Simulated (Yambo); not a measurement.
Absorption of WO₃ (space group P4/mmm, No. 123) under biaxial strain of +2 % along x and y, z relaxed with and without the electron-hole interaction (Yambo, PBEsol bands; 8×8×8 mesh, 6 valence and 3 conduction bands, static screening with 36 bands and a 4 Ry block, scissor 0.88 eV, Tamm-Dancoff; field along x). Axes are Cartesian, with cell vectors (Å) (3.87, 0.00, 0.00), (0.00, 3.87, 0.00), (0.00, 0.00, 3.78).

```json
[
 {"E (eV)": "1.25", "Im ε, BSE": "0.65", "Im ε, independent quasiparticles": "0.39"},
 {"E (eV)": "1.30", "Im ε, BSE": "0.71", "Im ε, independent quasiparticles": "0.42"},
 {"E (eV)": "1.35", "Im ε, BSE": "0.77", "Im ε, independent quasiparticles": "0.45"},
 {"E (eV)": "1.40", "Im ε, BSE": "0.85", "Im ε, independent quasiparticles": "0.48"},
 {"E (eV)": "1.45", "Im ε, BSE": "0.94", "Im ε, independent quasiparticles": "0.52"},
 {"E (eV)": "1.50", "Im ε, BSE": "1.04", "Im ε, independent quasiparticles": "0.56"},
 {"E (eV)": "1.55", "Im ε, BSE": "1.16", "Im ε, independent quasiparticles": "0.61"},
 {"E (eV)": "1.60", "Im ε, BSE": "1.31", "Im ε, independent quasiparticles": "0.67"},
 {"E (eV)": "1.65", "Im ε, BSE": "1.50", "Im ε, independent quasiparticles": "0.74"},
 {"E (eV)": "1.70", "Im ε, BSE": "1.73", "Im ε, independent quasiparticles": "0.82"},
 {"E (eV)": "1.75", "Im ε, BSE": "2.02", "Im ε, independent quasiparticles": "0.91"},
 {"E (eV)": "1.80", "Im ε, BSE": "2.39", "Im ε, independent quasiparticles": "1.03"},
 {"E (eV)": "1.85", "Im ε, BSE": "2.88", "Im ε, independent quasiparticles": "1.17"},
 {"E (eV)": "1.90", "Im ε, BSE": "3.54", "Im ε, independent quasiparticles": "1.35"},
 {"E (eV)": "1.95", "Im ε, BSE": "4.46", "Im ε, independent quasiparticles": "1.57"},
 {"E (eV)": "2.00", "Im ε, BSE": "5.76", "Im ε, independent quasiparticles": "1.85"},
 {"E (eV)": "2.05", "Im ε, BSE": "7.67", "Im ε, independent quasiparticles": "2.23"},
 {"E (eV)": "2.10", "Im ε, BSE": "10.5", "Im ε, independent quasiparticles": "2.73"},
 {"E (eV)": "2.15", "Im ε, BSE": "14.4", "Im ε, independent quasiparticles": "3.44"},
 {"E (eV)": "2.20", "Im ε, BSE": "19.0", "Im ε, independent quasiparticles": "4.45"},
 {"E (eV)": "2.25", "Im ε, BSE": "21.9", "Im ε, independent quasiparticles": "5.92"},
 {"E (eV)": "2.30", "Im ε, BSE": "20.9", "Im ε, independent quasiparticles": "8.07"},
 {"E (eV)": "2.35", "Im ε, BSE": "16.9", "Im ε, independent quasiparticles": "11.1"},
 {"E (eV)": "2.40", "Im ε, BSE": "12.7", "Im ε, independent quasiparticles": "14.4"},
 {"E (eV)": "2.45", "Im ε, BSE": "9.57", "Im ε, independent quasiparticles": "16.5"},
 {"E (eV)": "2.50", "Im ε, BSE": "7.48", "Im ε, independent quasiparticles": "15.5"},
 {"E (eV)": "2.55", "Im ε, BSE": "6.13", "Im ε, independent quasiparticles": "12.4"},
 {"E (eV)": "2.60", "Im ε, BSE": "5.25", "Im ε, independent quasiparticles": "9.34"},
 {"E (eV)": "2.65", "Im ε, BSE": "4.71", "Im ε, independent quasiparticles": "7.05"},
 {"E (eV)": "2.70", "Im ε, BSE": "4.46", "Im ε, independent quasiparticles": "5.51"},
 {"E (eV)": "2.75", "Im ε, BSE": "4.46", "Im ε, independent quasiparticles": "4.48"},
 {"E (eV)": "2.80", "Im ε, BSE": "4.71", "Im ε, independent quasiparticles": "3.82"},
 {"E (eV)": "2.85", "Im ε, BSE": "5.23", "Im ε, independent quasiparticles": "3.42"},
 {"E (eV)": "2.90", "Im ε, BSE": "6.09", "Im ε, independent quasiparticles": "3.22"},
 {"E (eV)": "2.95", "Im ε, BSE": "7.43", "Im ε, independent quasiparticles": "3.19"},
 {"E (eV)": "3.00", "Im ε, BSE": "9.40", "Im ε, independent quasiparticles": "3.31"},
 {"E (eV)": "3.05", "Im ε, BSE": "11.9", "Im ε, independent quasiparticles": "3.58"},
 {"E (eV)": "3.10", "Im ε, BSE": "14.6", "Im ε, independent quasiparticles": "4.07"},
 {"E (eV)": "3.15", "Im ε, BSE": "16.5", "Im ε, independent quasiparticles": "4.82"},
 {"E (eV)": "3.20", "Im ε, BSE": "17.2", "Im ε, independent quasiparticles": "5.88"},
 {"E (eV)": "3.25", "Im ε, BSE": "16.5", "Im ε, independent quasiparticles": "7.20"},
 {"E (eV)": "3.30", "Im ε, BSE": "14.9", "Im ε, independent quasiparticles": "8.71"},
 {"E (eV)": "3.35", "Im ε, BSE": "13.3", "Im ε, independent quasiparticles": "10.3"},
 {"E (eV)": "3.40", "Im ε, BSE": "12.2", "Im ε, independent quasiparticles": "11.8"},
 {"E (eV)": "3.45", "Im ε, BSE": "11.2", "Im ε, independent quasiparticles": "12.7"},
 {"E (eV)": "3.50", "Im ε, BSE": "10.1", "Im ε, independent quasiparticles": "13.1"},
 {"E (eV)": "3.55", "Im ε, BSE": "8.96", "Im ε, independent quasiparticles": "13.4"},
 {"E (eV)": "3.60", "Im ε, BSE": "7.87", "Im ε, independent quasiparticles": "14.1"},
 {"E (eV)": "3.65", "Im ε, BSE": "6.83", "Im ε, independent quasiparticles": "14.4"},
 {"E (eV)": "3.70", "Im ε, BSE": "5.83", "Im ε, independent quasiparticles": "13.8"},
 {"E (eV)": "3.75", "Im ε, BSE": "5.01", "Im ε, independent quasiparticles": "12.5"},
 {"E (eV)": "3.80", "Im ε, BSE": "4.44", "Im ε, independent quasiparticles": "10.9"},
 {"E (eV)": "3.85", "Im ε, BSE": "4.11", "Im ε, independent quasiparticles": "9.01"},
 {"E (eV)": "3.90", "Im ε, BSE": "3.95", "Im ε, independent quasiparticles": "7.34"},
 {"E (eV)": "3.95", "Im ε, BSE": "3.92", "Im ε, independent quasiparticles": "6.06"},
 {"E (eV)": "4.00", "Im ε, BSE": "4.01", "Im ε, independent quasiparticles": "5.12"},
 {"E (eV)": "4.05", "Im ε, BSE": "4.26", "Im ε, independent quasiparticles": "4.45"},
 {"E (eV)": "4.10", "Im ε, BSE": "4.72", "Im ε, independent quasiparticles": "3.98"},
 {"E (eV)": "4.15", "Im ε, BSE": "5.42", "Im ε, independent quasiparticles": "3.67"},
 {"E (eV)": "4.20", "Im ε, BSE": "6.41", "Im ε, independent quasiparticles": "3.50"},
 {"E (eV)": "4.25", "Im ε, BSE": "7.49", "Im ε, independent quasiparticles": "3.47"},
 {"E (eV)": "4.30", "Im ε, BSE": "8.37", "Im ε, independent quasiparticles": "3.62"},
 {"E (eV)": "4.35", "Im ε, BSE": "8.93", "Im ε, independent quasiparticles": "3.96"},
 {"E (eV)": "4.40", "Im ε, BSE": "9.18", "Im ε, independent quasiparticles": "4.52"},
 {"E (eV)": "4.45", "Im ε, BSE": "9.17", "Im ε, independent quasiparticles": "5.23"}
]
```

The scissor comes from a G0W0 run whose convergence isn't established. Broadening 0.15 eV. The band window holds all transitions up to 4.5 eV. Fine structure above the onset can come from the mesh.

Without spin-orbit coupling, band edges of such heavy elements can be off by tenths of an eV.

The structure is a Materials Project entry; no match was found in the copy of COD used, and its stability was not checked.
